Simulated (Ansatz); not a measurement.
# ZnS with Br replacing S: do the settings matter for the field gradients?

This input was run with Ansatz:

```yaml
crystal:
  lattice:
    - [5.73405, 3.310555311, 0.0]
    - [-5.73405, 3.310555311, 0.0]
    - [0.0, 0.0, 12.52]
  atoms:
    - { symbol: Zn, position: [0.0, 0.0, 0.0] }
    - { symbol: Zn, position: [0.3333333333, 0.6666666667, 0.0] }
    - { symbol: Zn, position: [0.6666666667, 0.3333333333, 0.0] }
    - { symbol: Zn, position: [0.0, 0.0, 0.5] }
    - { symbol: Zn, position: [0.3333333333, 0.6666666667, 0.5] }
    - { symbol: Zn, position: [0.6666666667, 0.3333333333, 0.5] }
    - { symbol: Zn, position: [0.3333333333, 0.3333333334, 0.25] }
    - { symbol: Zn, position: [0.6666666667, 0.0, 0.25] }
    - { symbol: Zn, position: [0.0, 0.6666666667, 0.25] }
    - { symbol: Zn, position: [0.3333333333, 1.0, 0.75] }
    - { symbol: Zn, position: [0.6666666667, 0.6666666666, 0.75] }
    - { symbol: Zn, position: [0.0, 0.3333333333, 0.75] }
    - { symbol: S, position: [0.0, 0.0, 0.1875] }
    - { symbol: S, position: [0.3333333333, 0.6666666667, 0.1875] }
    - { symbol: S, position: [0.6666666667, 0.3333333333, 0.1875] }
    - { symbol: S, position: [0.0, 0.0, 0.6875] }
    - { symbol: S, position: [0.3333333333, 0.6666666667, 0.6875] }
    - { symbol: S, position: [0.6666666667, 0.3333333333, 0.6875] }
    - { symbol: Br, position: [0.3333333333, 0.3333333334, 0.4375] }
    - { symbol: S, position: [0.6666666667, 0.0, 0.4375] }
    - { symbol: S, position: [0.0, 0.6666666667, 0.4375] }
    - { symbol: S, position: [0.3333333333, 1.0, 0.9375] }
    - { symbol: S, position: [0.6666666667, 0.6666666666, 0.9375] }
    - { symbol: S, position: [0.0, 0.3333333333, 0.9375] }
total_charge: 1
kpoints:
  mp_grid: { grid: [3, 3, 2] }
scf:
  occupations: { method: fermi_dirac, width: 0.01 }
  mixing: { algorithm: anderson, beta: 0.7, ndim: 4 }
hamiltonian:
  xc: pbe
  pseudopotentials: { kind: paw }
output:
  forces: true
  stress: true
  populations: true
  efg:
    quadrupole_moments_barn: { Zn: 0.122, S: -0.0694, Br: 0.2579 }
    contact_densities: true
```

```sh
ansatz run input.yaml --threads 1 --pin off --max-ram 3072MiB --backend cpu --events-out ev --progress --plain --runs-dir out
```

It converged. Of its output the block on the nuclei alone is shown, without the SCF iterations, energies, forces and stress (one atom of each set):

```
--- PAW observables at the nuclei: V_zz in 10²¹ V/m², potentials from the cell's mean, atoms counted from 1 ---
  atom   1  Zn V_zz =    +1.067110   η = 0.0487   by run symmetry: allowed   C_q = +3.1479 MHz
            electrostatic potential = -3942.177388 V   contact ρ = 166602.962106 e/Å³
  atom   4  Zn V_zz =    +4.181723   η = 0.2675   by run symmetry: allowed   C_q = +12.3359 MHz
            electrostatic potential = -3941.063263 V   contact ρ = 166604.114540 e/Å³
  atom   7  Zn V_zz =    +4.912061   η = 0.0000   by run symmetry: allowed   C_q = +14.4903 MHz
            electrostatic potential = -3941.364503 V   contact ρ = 166604.774526 e/Å³
  atom   8  Zn V_zz =    +0.864925   η = 0.0000   by run symmetry: allowed   C_q = +2.5515 MHz
            electrostatic potential = -3941.844630 V   contact ρ = 166603.350480 e/Å³
  atom  10  Zn V_zz =    -0.545778   η = 0.4844   by run symmetry: allowed   C_q = -1.6100 MHz
            electrostatic potential = -3941.998586 V   contact ρ = 166603.018378 e/Å³
  atom  13  S  V_zz =    +1.324220   η = 0.2250   by run symmetry: allowed   C_q = -2.2222 MHz
            electrostatic potential = -1633.241444 V   contact ρ = 19765.175222 e/Å³
  atom  16  S  V_zz =    +2.305669   η = 0.0086   by run symmetry: allowed   C_q = -3.8691 MHz
            electrostatic potential = -1633.232318 V   contact ρ = 19765.201720 e/Å³
  atom  19  Br V_zz =    -1.864769   η = 0.0000   by run symmetry: allowed   C_q = -11.6287 MHz
            electrostatic potential = -4905.521980 V   contact ρ = 293239.941611 e/Å³
  atom  20  S  V_zz =    -2.493728   η = 0.0000   by run symmetry: allowed   C_q = +4.1847 MHz
            electrostatic potential = -1632.732993 V   contact ρ = 19765.197016 e/Å³
  atom  22  S  V_zz =    +1.022944   η = 0.1073   by run symmetry: allowed   C_q = -1.7166 MHz
            electrostatic potential = -1633.576680 V   contact ρ = 19765.080342 e/Å³
```

(1) Can these gradients be trusted, and how do they compare with a run on standard settings?

Results:

(1) They agree with the standard run. Against the standard input the change is `scf.mixing.algorithm`: not typed → anderson; `scf.mixing.beta`: not typed → 0.7; `scf.mixing.ndim`: not typed → 4. A site carries the number of its first atom; V_zz in 10²¹ V/m².

| site | atom | V_zz standard | η standard | V_zz here | η here |
| --- | --- | --- | --- | --- | --- |
| Zn1 | 1 | 1.07 | 0.05 | 1.07 | 0.05 |
| Zn4 | 4 | 4.18 | 0.27 | 4.18 | 0.27 |
| Zn7 | 7 | 4.91 | 0.00 | 4.91 | 0.00 |
| Zn8 | 8 | 0.86 | 0.00 | 0.86 | 0.00 |
| Zn10 | 10 | -0.55 | 0.48 | -0.55 | 0.48 |
| S13 | 13 | 1.32 | 0.23 | 1.32 | 0.23 |
| S16 | 16 | 2.31 | 0.01 | 2.31 | 0.01 |
| Br | 19 | -1.86 | 0.00 | -1.86 | 0.00 |
| S20 | 20 | -2.49 | 0.00 | -2.49 | 0.00 |
| S22 | 22 | 1.02 | 0.11 | 1.02 | 0.11 |

All printed values agree. Mixing, solver and start steer the path to self-consistency, not the state that is reached here. SCF iterations: 10 and 11.

On the reference run: The defect repeats with the cell of 24 atoms, so it feels its images: sites between two images don't show the values beside a lone defect, and zeros or small values of η there can come from the images' arrangement. S and Zn carry a gradient in the pure host already, so the values there aren't the defect's effect alone. A uniform background compensates the cell's charge. The neighbours have not yet relaxed around the defect (largest force 2.2 eV/Å), so a real crystal will differ.
